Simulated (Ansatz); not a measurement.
Level of theory: DFT PBE, scalar-relativistic, plane waves, PAW in Ansatz. All cells share a 420 eV cutoff and Γ-centred k meshes spaced at most about 0.3 Å⁻¹ (about 0.25 or finer for metals, 2π included). Collinear spin in cells that started with moments and kept them past the coarse steps, no spin elsewhere.

These are static total energies at zero pressure. All come from trial cells, and lower structures may exist.

Question: These unrelaxed guesses for Fe2Pt are each relaxed within their symmetry. Order them by the energy at which they end, lowest first.
A.

```xyz
6
Lattice="2.6652 0.0000 0.0000 -1.3326 2.3081 0.0000 0.0000 0.0000 12.6025" Properties=species:S:1:pos:R:3 pbc="T T T"
Fe    0.0000    1.5387   11.5523
Fe    0.0000    1.5387    7.3515
Fe    1.3326    0.7694    1.0502
Fe    1.3326    0.7694    5.2510
Pt    0.0000    1.5387    3.1506
Pt    1.3326    0.7694    9.4519
```

B.

```xyz
3
Lattice="4.1810 0.0000 0.0000 -2.0905 3.6209 0.0000 0.0000 0.0000 2.5604" Properties=species:S:1:pos:R:3 pbc="T T T"
Fe    0.0000    2.4139    2.1336
Fe    2.0905    1.2070    0.4267
Pt    0.0000    0.0000    1.2802
```

Answer: B (ends in P-3m1, 0 meV/atom), A (ends in P6_3/mmc, 87 meV/atom).

Spin–orbit coupling, which can matter for Pt, is left out. The magnetic state reached may not be the lowest. Cells relaxed within their symmetry can be saddle points. Some structure types and database cells were kept out of the candidates from the start, so a known form may be missing.
